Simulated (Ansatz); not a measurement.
**Mg (P6_3/mmc), two-dimensional strain map**

Theory: Ansatz 0.2.0, DFT PBEsol, scalar-relativistic, plane waves, PAW. The runs took a 420 eV cutoff, a Γ-centred 18×18×10 mesh and Gaussian smearing (0.15 eV). No spin polarisation. Energies are free energies at this smearing, counted from the undisturbed cell; pressure is positive in compression.

Zero of the scan (as given, not relaxed at this level; it stands at -1.1 GPa):

```
CELL_PARAMETERS angstrom
3.20927 0.00000 0.00000
-1.60464 2.77931 0.00000
0.00000 0.00000 5.21033
ATOMIC_POSITIONS crystal
Mg 0.33333 0.66667 0.25000
Mg 0.66667 0.33333 0.75000
```

The cell is strained by p along both x and y and by q along z, fractional coordinates fixed. Points are written (p, q).

Energy above the undisturbed cell in meV/atom (a dash: not computed):

| p \ q | -0.080 | -0.040 | 0.000 | 0.040 | 0.080 |
| --- | --- | --- | --- | --- | --- |
| -0.080 | 142.0 | 96.3 | 74.7 | 70.2 | 76.7 |
| -0.040 | 52.9 | 20.5 | 9.4 | ? | 30.3 |
| 0.000 | 21.9 | 0.6 | 0.0 | ? | 36.6 |
| 0.040 | ? | 20.8 | 28.8 | 50.2 | 80.1 |
| 0.080 | 68.9 | 68.9 | 84.2 | 112.2 | ? |

(1) Fill in the withheld energies.

Results:

(1) (-0.040, 0.040): 14.3; (0.000, 0.040): 13.2; (0.040, -0.080): 31.6; (0.080, 0.080): 148.3.